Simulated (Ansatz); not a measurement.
AlPd:
```
CELL_PARAMETERS angstrom
      0.00000     2.53418     2.53418
      2.53418     0.00000     2.53418
      2.53418     2.53418     0.00000
ATOMIC_POSITIONS crystal
  Pd 0.00000 0.00000 0.00000
  Al 0.50000 0.50000 0.50000
```

Relaxed with PBEsol. Special points in fractions of this cell's reciprocal vectors: Γ (0.000, 0.000, 0.000); X (0.500, 0.000, 0.500); U (0.625, 0.250, 0.625); K (0.375, 0.375, 0.750); L (0.500, 0.500, 0.500); W (0.500, 0.250, 0.750).

Q: List the band energies nearest the Fermi level at these points for the program Ansatz at the PBEsol level (PAW).

A: In eV from the Fermi level; about four levels below and three above (degenerate sets whole), none deeper than 8.9 eV; … stands for higher levels left out; points with the same levels are listed once.

| k | below | above |
|---|---|---|
| Γ | -3.81 -3.81 -3.81 -3.77 -3.77 | 5.62 5.62 5.62 |
| X | -3.17 -2.58 -2.58 -0.19 | 1.46 1.46 5.75 |
| U | -3.80 -2.74 -1.22 -0.98 | 0.07 2.92 6.77 |
| L | -4.42 -4.42 -2.85 -2.85 -1.29 | 6.67 6.67 6.85 |
| W | -2.58 -0.54 -0.32 -0.32 | 0.77 … |

Space group Fm-3m (rock salt). The start of the workflow was typed in or built on a structure type; neither database checked (COD, Materials Project) lists it. Whether it is the stable phase at ambient conditions was not checked. The cell was relaxed with PBEsol under the symmetry of its start. At this level the phase is mechanically unstable. The run is not spin-polarised. Spin–orbit coupling is left out wherever it is not named.

Potentials: the later of the program's two PAW sets.
